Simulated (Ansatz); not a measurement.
## Fields on a plane of RuB2 (space group Pmmn)

```
CELL_PARAMETERS angstrom
      2.83048     0.00000     0.00000
      0.00000     4.59779     0.00000
      0.00000     0.00000     4.00003
ATOMIC_POSITIONS crystal
  B  0.00000 0.80416 0.36289
  B  0.00000 0.19584 0.36289
  B  0.50000 0.69584 0.63711
  B  0.50000 0.30416 0.63711
  Ru 0.00000 0.00000 0.84890
  Ru 0.50000 0.50000 0.15110
```

The slice is a (010) plane (indices of the conventional cell) through the point (0.000, 0.804, 0.363) (fractional), spanned by u = [100] and v = [001] in vectors of this cell: u (2.83 Å) and v (4.00 Å, at 90° to u). It covers one period; positions are fractions (u, v).

Atoms on it: B at (0.00, 0.00). Other atoms lie within 1 Å of the plane.

Level of theory: LDA (plane waves to 420 eV, PAW, scalar-relativistic; Ansatz, an electronic-structure program). k mesh 16×10×12. These are valence fields of a PAW run, semicore shells included where kept as valence: close to a nucleus they are smooth pseudo fields. RuB2 is run without spin polarisation. RuB2 was relaxed with its symmetry unable to fall.

```
|xxxxxxxxxx3366889999886633xxxxxxxx|
|xxxxxxxxxx4477999999997744xxxxxxxx|
|xxxxxxxx22668899999999886622xxxxxx|
|xxxxxx225577889999999988775522xxxx|
|2222445577889999999999998877554422|
|5555667788999999999999999988776655|
|5555667788999999999999999988776655|
|3333446677889999999999998877664433|
|0000224466779999999999997766442200|
|0000002244668899999999886644220000|
|0000000033667788999988776633000000|
|0000000022556677777777665522000000|
|0000000022334444444444443322000000|
|00000000222222xxxxxxxx222222000000|
|000000112211xxxxxxxxxxxx1122110000|
|111122332200xxxxxxxxxxxx0022332211|
|3344444422xxxxxxxxxxxxxxxx22444444|
|3344444433xxxxxxxxxxxxxxxx33444444|
|112233333300xxxxxxxxxxxx0033333322|
|xxxxxx112222xxxxxxxxxxxx222211xxxx|
|xxxxxxxx00222211xxxx11222200xxxxxx|
|xxxxxxxxxx2244444444444422xxxxxxxx|
|xxxxxxxxxx2255777777775522xxxxxxxx|
|xxxxxxxxxx2266888888886622xxxxxxxx|
```
Scale: ten equal steps from 5.00 (start of '0') to 13.89 (end of '9'), in the order '0123456789'. Values: electrostatic potential energy of an electron, from the cell's mean, in eV. The map has 17 points along u (two characters each, u = 0 at the left) and 24 along v (v = 0 in the bottom row). Points within 0.8 Å of a nucleus are blanked (x), as the pseudised field means little there. Values under 5 eV are set to 5. The zero, the cell's mean, hangs on the PAW cores.

```
|xxxxxx336666553322223355666633xxxx|
|xxxx2255666644221111224466665522xx|
|4455667777553311111111335577776655|
|8888887766442211000011224466778888|
|8888776655332211000011223355667788|
|5555554433221100000000112233445555|
|2222222211110000000000001111222222|
|0000000000000000000000000000000000|
|0000000000000011111111000000000000|
|1111000000001122222222110000000011|
|3322110000112233444433221100001122|
|4433221111223355666655332211112233|
|3333221111335577777777553311112233|
|2222112233557788888888775533221122|
|1111112255778888777788887755221111|
|0011224466888877555577888866442211|
|2222446688998855333355889988664422|
|4455667799997744222244779999776655|
|7777889999997755222255779999998877|
|7788889999998866444466889999998888|
|4455779999998866555566889999997755|
|xxxx3366888877665555667788886633xx|
|xxxxxx447788775544445577887744xxxx|
|xxxxxx226677664433334466776622xxxx|
```
Scale: ten equal steps from 0.19 (start of '0') to 0.76 (end of '9'), in the order '0123456789'. Values: electron localisation function (ELF). The map has 17 points along u (two characters each, u = 0 at the left) and 24 along v (v = 0 in the bottom row). Points within 0.4 Å of a nucleus are blanked (x), as the pseudised field means little there.
